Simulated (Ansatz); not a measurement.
Relaxed-ion elastic tensor of BAs (zinc blende, F-43m) in GPa (Voigt order), plane-wave PAW PBEsol (Ansatz code); density 5.25 g/cm³, 13.55 Å³ per atom.

```
 278  71.8  71.8   0.0   0.0   0.0
71.8   278  71.8   0.0   0.0   0.0
71.8  71.8   278   0.0   0.0   0.0
 0.0   0.0   0.0   150   0.0   0.0
 0.0   0.0   0.0   0.0   150   0.0
 0.0   0.0   0.0   0.0   0.0   150
```

Problem. Is the crystal mechanically stable?

Solution. Yes: the smallest eigenvalue of C is 150 GPa.

Problem. Work out the Voigt, Reuss and Hill averages.

Solution. K_V = 140, K_R = 140, K_H = 140; G_V = 131, G_R = 127, G_H = 129 GPa.

Problem. Give Young's modulus, Poisson's ratio, Pugh's ratio and the universal anisotropy index.

Solution. E = 9KG/(3K + G) = 296 GPa; ν = 0.15; K/G = 1.09 (brittle by the Pugh limit of 1.75); A_U = 5G_V/G_R + K_V/K_R − 6 = 0.17.

Problem. Estimate the sound speeds and the Debye temperature.

Solution. v_l = √((K + 4G/3)/ρ) = 7710 m/s, v_t = √(G/ρ) = 4960 m/s, mean 5440 m/s; Θ = (h/k)(3n/4πV)^(1/3) v_m = 680 K.

Problem. Give the Zener ratio and Young's modulus along [100], [110] and [111].

Solution. A = 2C44/(C11 − C12) = 1.46; 1/E = S11 − 2(S11 − S12 − S44/2)Γ with Γ = 0, 1/4, 1/3 gives 248, 306, 332 GPa.

Problem. Solve the Christoffel equation for the three sound speeds along [100], [110], [111].

Solution. Eigenvalues of C_ijkl n_j n_l equal ρv² (piezoelectric stiffening left out). In km/s, slowest first: [100] 5.34, 5.34, 7.27; [110] 4.43, 5.34, 7.86; [111] 4.75, 4.75, 8.05.

The PBEsol relaxation kept the symmetry of its start.

Potentials: the later of the program's two PAW sets.
